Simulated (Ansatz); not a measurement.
A generator proposed this cell of RuAu.

```
CELL_PARAMETERS angstrom
3.10438 0.00000 0.00000
0.00000 3.10438 0.00000
0.00000 0.00000 3.10438
ATOMIC_POSITIONS crystal
Ru 0.00000 0.00000 0.00000
Au 0.50000 0.50000 0.50000
```

Level of theory: DFT PBE, scalar-relativistic, plane waves, PAW (Ansatz). Settings: cutoff 420 eV, Γ-centred mesh 6×6×6 on the computed 2-atom cell, Gaussian smearing of 0.10 eV; no spin polarisation.

Energies over the elements count from the elements' standard structures at the same level, with no fitted energy shifts.

Task: Estimate its pressure, forces and energy as it stands.

Result: The pressure is 14.7 GPa (it wants to expand), the largest force is 0.00 eV/Å (symmetry fixes the atoms), and the energy is +0.65 eV/atom against the elements. The shortest distance is 2.69 Å.

Task: How much does it gain on relaxing, and where does it end?

Result: Relaxing gains under 0.1 eV/atom (the start's value is from the coarse mesh, so the gain is rough) in 9 ionic steps and ends at +0.60 eV/atom on the finer mesh. The symmetry stays Pm-3m (No. 221). The end has the caesium chloride type. The volume per atom grows by 6.0 %, from 15.0 to 15.8 Å³. The shortest distance goes from 2.69 Å (Ru–Au) to 2.74 Å (Ru–Au). Conventional cell: a = 3.165 Å. Ru has 8 Au at 2.74 Å and 6 Ru at 3.16 Å; Au is surrounded by 8 Ru at 2.74 Å and 6 Au at 3.16 Å.

The last run used an 18×18×18 mesh for its 2-atom cell and Gaussian smearing of 0.10 eV. Spin–orbit coupling, which can matter for Au, is left out. The relaxation can't lower the symmetry of the start. A structure relaxed within its symmetry needn't be a true minimum.
